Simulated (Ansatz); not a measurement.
Put Ca3Si2N in P4mm (No. 99): Ca on 1a and 2c; Si on 2c; N on 1a.

Computed with DFT PBE, scalar-relativistic, plane waves, PAW (Ansatz 0.2.0). Cutoff 420 eV, Γ-centred mesh, Gaussian smearing, no spin polarisation.

The zero of energy is the elements' standard structures at the same level (N₂ as a molecule); no fitted shifts are applied.

Problem. Give the relaxed lattice parameters and positions.

Solution.

Space group P4mm (No. 99). a = 4.262 Å, b = 4.262 Å, c = 8.383 Å, α = 90.00°, β = 90.00°, γ = 90.00°
| atom | site | symmetry | x | y | z |
| --- | --- | --- | --- | --- | --- |
| Ca | 1a | 4mm | 0.0000 | 0.0000 | 0.8164 |
| Ca | 2c | 2mm. | 0.5000 | 0.0000 | 0.1960 |
| Si | 2c | 2mm. | 0.5000 | 0.0000 | 0.5521 |
| N | 1a | 4mm | 0.0000 | 0.0000 | 0.0867 |

Ca on a site of symmetry 4mm has 1 N at 2.27 Å and 4 Si at 3.07 Å; around Ca on a site of symmetry 2mm lie 2 N at 2.32 Å and 1 Si at 2.99 Å; Si is surrounded by 3 Ca at 2.99–3.07 Å and 4 Si at 3.01 Å; N has 5 Ca at 2.27–2.32 Å. Another local minimum with the same sites may exist.

Problem. And its energy and gap?

Solution. The formation energy is +0.01 eV/atom and the gap on the 10×10×6 mesh of the 6-atom cell is 0 eV (a metal). The formation energy is too near zero to say whether this cell lies below the elements.

The last run used Gaussian smearing of 0.10 eV. The k mesh leaves some 4 meV/atom of noise in the energy of each metallic cell. A structure relaxed within its symmetry needn't be a true minimum. Another cell of Ca3Si2N relaxed alike, in P4mm, lies 117 meV/atom lower, so this cell isn't the stable form at this level.
